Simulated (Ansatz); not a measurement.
Relaxed-ion elastic tensor of K2LiRhF6 in space group Fm-3m (No. 225; K on 8c, Li on 4b, Rh on 4a, F on 24e) in GPa (Voigt order), the program Ansatz at the PBEsol level (PAW); density 3.88 g/cm³, 12.92 Å³ per atom.

```csv
,1,2,3,4,5,6
1,78.5,38.4,38.4,0.0,0.0,0.0
2,38.4,78.5,38.4,0.0,0.0,0.0
3,38.4,38.4,78.5,0.0,0.0,0.0
4,0.0,0.0,0.0,28.5,0.0,0.0
5,0.0,0.0,0.0,0.0,28.5,0.0
6,0.0,0.0,0.0,0.0,0.0,28.5
```

Task: Is the crystal mechanically stable?

Result: Yes: the smallest eigenvalue of C is 28.5 GPa.

Task: Work out the Voigt, Reuss and Hill averages.

Result: K_V = 51.8, K_R = 51.8, K_H = 51.8; G_V = 25.1, G_R = 24.4, G_H = 24.8 GPa.

Task: Give Young's modulus, Poisson's ratio, Pugh's ratio and the universal anisotropy index.

Result: E = 9KG/(3K + G) = 64.1 GPa; ν = 0.29; K/G = 2.09 (ductile by the Pugh limit of 1.75); A_U = 5G_V/G_R + K_V/K_R − 6 = 0.15.

Task: Estimate the sound speeds and the Debye temperature.

Result: v_l = √((K + 4G/3)/ρ) = 4670 m/s, v_t = √(G/ρ) = 2530 m/s, mean 2820 m/s; Θ = (h/k)(3n/4πV)^(1/3) v_m = 358 K.

Task: Give the Zener ratio and Young's modulus along [100], [110] and [111].

Result: A = 2C44/(C11 − C12) = 1.42; 1/E = S11 − 2(S11 − S12 − S44/2)Γ with Γ = 0, 1/4, 1/3 gives 53.3, 66.3, 72.2 GPa.

Task: Solve the Christoffel equation for the three sound speeds along [100], [110], [111].

Result: Eigenvalues of C_ijkl n_j n_l equal ρv². In km/s, slowest first: [100] 2.71, 2.71, 4.50; [110] 2.27, 2.71, 4.73; [111] 2.43, 2.43, 4.81.

The workflow started from a Materials Project entry (that database holds measured and hypothetical structures alike); the Crystallography Open Database copy checked does not list it. Its standing as an ambient phase is unchecked. Symmetry was held in the PBEsol relaxation; of distortions, only those at the zone centre were tested. No spin polarisation was allowed.

Potentials: the later of the program's two PAW sets.
